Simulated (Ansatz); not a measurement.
HgTe (zinc blende)

```xyz
2
Lattice="0.0000 3.2864 3.2864 3.2864 0.0000 3.2864 3.2864 3.2864 0.0000" Properties=species:S:1:pos:R:3 pbc="T T T"
Te     4.9296     4.9296     4.9296
Hg     0.0000     0.0000     0.0000
```

E(V) scan at fixed shape, V₀ the volume above. Symmetry pins the atoms to their sites.

Calculation: r2SCAN (plane waves to 500 eV, PAW, scalar-relativistic; Ansatz, an electronic-structure program). k mesh 12×12×12 (Γ-centred), Fermi-Dirac smearing 0.05 eV. The energy includes the smearing's −TS. Stress and pressure are positive under compression. At this level the bands of HgTe touch or barely overlap. HgTe was relaxed with its symmetry unable to fall. Spin-orbit coupling is left out, though Hg and Te are heavy. ΔE is measured from the relaxed starting cell.

```tsv
V (Å³/cell)	P (GPa)	ΔE (kJ/mol of atoms)
59.63	10.9	…
61.52	8.3	10.2
63.42	6.0	…
65.31	4.1	…
67.20	2.5	1.4
69.10	1.2	0.3
70.99	0.0	0.0
72.88	-1.0	0.3
74.77	-1.8	1.1
76.67	-2.5	2.3
78.56	-3.1	4.0
80.45	-3.6	5.9
82.35	-4.1	8.1
```

Q: Fill in the missing entries.

A: 
- 59.63, ΔE (kJ/mol of atoms): 15.6
- 63.42, ΔE (kJ/mol of atoms): 6.1
- 65.31, ΔE (kJ/mol of atoms): 3.2

(Under strain, the slope of the energy per volume gives the stress and its curvature an elastic modulus.)
